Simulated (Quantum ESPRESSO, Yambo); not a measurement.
**AgBr at -0.7 % isotropic strain: DFT and GW levels**

```xyz
4
Lattice="3.9851 0.0000 0.0444 0.0000 3.9863 0.0000 -0.0499 0.0000 5.6317" Properties=species:S:1:pos:R:3 pbc="T T T"
Br     0.9618     0.9966     4.2361
Br     2.9734     2.9897     1.4401
Ag     2.9549     2.9897     4.2552
Ag     0.9803     0.9966     1.4209
```

The PBEsol cell relaxed from Materials Project entry mp-570301 was given an isotropic strain of -0.7 % on all lattice vectors, and the atoms were relaxed again.

Starting point: norm-conserving PBEsol (Quantum ESPRESSO, 82 Ry, no spin-orbit coupling). G0W0 in Yambo: 4×4×2 Γ-centred k mesh, bands 9 to 116 and a 6 Ry block in the screening, 116 bands in G with the Bruneval-Gonze terminator, plasmon pole fitted at 27.2 eV.

| Property | Value |
|---|---|
| PBEsol gap along the band path | 0.49 eV |
| PBEsol gap between the mesh's edge points ((-0.5, 0, -0.5) → Γ) | 0.49 eV |
| G0W0 gap between the same points | 1.72 eV |
| PBEsol smallest direct gap on the mesh (at Γ) | 2.64 eV |
| G0W0 direct gap at that point | 3.87 eV |

| k point | band | E PBEsol (eV) | E QP (eV) | shift (eV) | Z |
|---|---|---|---|---|---|
| Γ | VB | -2.15 | -2.82 | -0.67 | 0.80 |
| Γ | CB | 0.49 | 1.06 | 0.56 | 0.83 |
| (-0.5, 0, -0.5) | VB | 0.00 | -0.66 | -0.66 | 0.80 |
| (-0.5, 0, -0.5) | CB | 3.38 | 3.77 | 0.39 | 0.83 |
| (-0.5, -0.5, 0) | VB | -2.46 | -3.44 | -0.98 | 0.78 |
| (-0.5, -0.5, 0) | CB | 1.34 | 2.02 | 0.68 | 0.83 |

Energies count from the PBEsol valence-band maximum.

Convergence of the G0W0 settings was not tested.

Spin-orbit splittings are left out.

This is not the ordinary phase of the substance; no match was found in the copy of COD used, and its stability was not checked.
